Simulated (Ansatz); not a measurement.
Ti2O3 (corundum)

```yaml
crystal:
  lattice:
    - [2.49574, 1.44092, 4.58833]
    - [-2.49574, 1.44092, 4.58833]
    - [0.00000, -2.88183, 4.58833]
  atoms:
    - { symbol: Ti, position: [0.84570, 0.84570, 0.84570] }
    - { symbol: Ti, position: [0.15430, 0.15430, 0.15430] }
    - { symbol: Ti, position: [0.65430, 0.65430, 0.65430] }
    - { symbol: Ti, position: [0.34570, 0.34570, 0.34570] }
    - { symbol: O, position: [0.06147, 0.43853, 0.75000] }
    - { symbol: O, position: [0.93853, 0.56147, 0.25000] }
    - { symbol: O, position: [0.75000, 0.06147, 0.43853] }
    - { symbol: O, position: [0.25000, 0.93853, 0.56147] }
    - { symbol: O, position: [0.43853, 0.75000, 0.06147] }
    - { symbol: O, position: [0.56147, 0.25000, 0.93853] }
```

The atoms are displaced by Q × the pattern below (from a DFPT mode at Γ, largest move 1; Q in Å), at fixed cell.

```
atom       x       y       z
----  ------  ------  ------
Ti1    0.000   0.000   0.265
Ti2    0.000   0.000  -0.265
Ti3    0.000   0.000  -0.265
Ti4    0.000   0.000   0.265
O5     1.000   0.000   0.000
O6    -1.000   0.000   0.000
O7    -0.500   0.866   0.000
O8     0.500  -0.866   0.000
O9    -0.500  -0.866   0.000
O10    0.500   0.866   0.000
```

The numbers are results of LDA (plane waves to 420 eV, PAW, scalar-relativistic; Ansatz, a quantum-chemistry and plane-wave program), not measurements. k mesh 11×11×11 (Γ-centred), Fermi-Dirac smearing 0.05 eV. The energy includes the smearing's −TS. With partly filled bands, energies and forces of such displacements shift with the k mesh and the smearing. Ti2O3 is run without spin polarisation and with no Hubbard U. Ti2O3 was relaxed with its symmetry unable to fall. ΔE is measured from the undisplaced structure. The last digit holds for this mesh only.

```json
[
 {"Q (Å)": "-0.2800", "ΔE (meV/cell)": "6130.3"},
 {"Q (Å)": "-0.2333", "ΔE (meV/cell)": "3949.1"},
 {"Q (Å)": "-0.1867", "ΔE (meV/cell)": "withheld"},
 {"Q (Å)": "-0.1400", "ΔE (meV/cell)": "1227.4"},
 {"Q (Å)": "-0.0933", "ΔE (meV/cell)": "505.6"},
 {"Q (Å)": "-0.0467", "ΔE (meV/cell)": "115.9"},
 {"Q (Å)": "0.0000", "ΔE (meV/cell)": "0.0"},
 {"Q (Å)": "0.0467", "ΔE (meV/cell)": "95.2"},
 {"Q (Å)": "0.0933", "ΔE (meV/cell)": "358.7"},
 {"Q (Å)": "0.1400", "ΔE (meV/cell)": "771.6"},
 {"Q (Å)": "0.1867", "ΔE (meV/cell)": "1318.7"},
 {"Q (Å)": "0.2333", "ΔE (meV/cell)": "1989.8"},
 {"Q (Å)": "0.2800", "ΔE (meV/cell)": "2777.6"}
]
```

**Question.** Fit a polynomial form (powers 2, 3, 4) to the given rows and predict ΔE at Q = -0.1867.

**Answer.** Least squares on the 12 given rows: ΔE = (48980)·Q² + (-76710)·Q³ + (100300)·Q⁴, in meV/cell with Q in Å; root-mean-square residual 10.33 meV/cell. At -0.1867 the fit gives 2328.4 meV/cell; the calculation gives 2348.3 meV/cell, so the interpolation is off by -19.9 (-0.8 %). The quadratic term alone would give 1707.3 meV/cell.

(A displaced cell: forces are minus the slopes of the energy, force constants its curvatures, and phonons follow from these.)
